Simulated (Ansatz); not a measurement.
Level of theory: Ansatz, DFT PBE, scalar-relativistic, plane waves, PAW. Settings: cutoff 420 eV, Γ-centred meshes spaced at most about 0.3 Å⁻¹, and about 0.25 Å⁻¹ or finer for metals (2π included), Gaussian smearing. No spin polarisation in the final relaxations.

Temperature and zero-point effects are left out. All come from trial cells, and lower structures may exist.

Task: These unrelaxed guesses for Ir2Pt are each relaxed within their symmetry. Order them by the energy at which they end, lowest first.
A.

Space group P4/mmm (No. 123). a = 3.498 Å, b = 3.498 Å, c = 3.960 Å, α = 90.00°, β = 90.00°, γ = 90.00°
```tsv
atom	site	symmetry	x	y	z
Ir	2h	4mm	0.5000	0.5000	0.2287
Pt	1a	4/mmm	0.0000	0.0000	0.0000
```

B.

Space group Fm-3m (No. 225). a = 5.571 Å, b = 5.571 Å, c = 5.571 Å, α = 90.00°, β = 90.00°, γ = 90.00°
| atom | site | symmetry | x | y | z |
| --- | --- | --- | --- | --- | --- |
| Ir | 8c | -43m | 0.2500 | 0.7500 | 0.7500 |
| Pt | 4a | m-3m | 0.0000 | 0.0000 | 0.0000 |

C.

Space group Fd-3m:1 (No. 227). a = 7.090 Å, b = 7.090 Å, c = 7.090 Å, α = 90.00°, β = 90.00°, γ = 90.00°
```tsv
atom	site	symmetry	x	y	z
Ir	16d	.-3m	0.1250	0.8750	0.3750
Pt	8a	-43m	0.5000	0.0000	0.5000
```

D.

Space group P6/mmm (No. 191). a = 3.650 Å, b = 3.650 Å, c = 4.038 Å, α = 90.00°, β = 90.00°, γ = 120.00°
```csv
atom,site,symmetry,x,y,z
Ir,2d,-6m2,0.3333,0.6667,0.5000
Pt,1a,6/mmm,0.0000,0.0000,0.0000
```

Result: D (ends in P6/mmm, 0 meV/atom), A (ends in P4/mmm, 87 meV/atom), C (ends in Fd-3m, cubic Laves (C15) type, 0.34 eV/atom), B (ends in Fm-3m, fluorite type, 0.43 eV/atom). Even the lowest end lies +0.31 eV/atom against the elements.

These runs have no spin–orbit coupling, which can matter for Ir and Pt. With atoms moved at random, P6/mmm came back. Other cells relaxed within their symmetry can be saddle points. Some types were kept out of the candidates beforehand, so the set may lack a known form.
